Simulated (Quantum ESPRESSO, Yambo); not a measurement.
At a photon energy of 7.88 eV, RPA with local fields on PBEsol bands shifted by a G0W0 scissor of 1.72 eV (Quantum ESPRESSO and Yambo; 6×6×4 mesh, 74 bands, 4 Ry local-field block, 0.2 eV broadening) gives ε = 2.39 + 6.13i for MgI2 (CdI2 type, space group P-3m1, No. 164), field along x. Axes are Cartesian, with cell vectors (Å) (4.13, 0.00, 0.00), (-2.06, 3.57, 0.00), (0.00, 0.00, 6.83).

Question: Work out n, κ, the normal-incidence reflectivity, the absorption coefficient and the penetration depth.

Answer: 
|ε| = 6.58; n = √((|ε| + ε1)/2) = 2.12, κ = √((|ε| − ε1)/2) = 1.45. R = ((n − 1)² + κ²)/((n + 1)² + κ²) = 0.28. α = 2Eκ/(ħc) with ħc = 197.327 eV nm: 0.1156 per nm = 12 × 10⁵ per cm, a 1/e depth of 8.7 nm. The computed direct gap is 5.34 eV, and the energy scale of the real crystal may differ from it. Excitonic effects are left out, and values at one energy depend on mesh and broadening. The scissor comes from a G0W0 run whose convergence isn't established. Convergence of the RPA response with its 6×6×4 mesh was not tested.

Spin-orbit coupling is not included.

Geometry relaxed with PBE+D3(BJ); primitive cell a = b = 4.126 Å, c = 6.827 Å, α = β = 90.00°, γ = 120.00°.
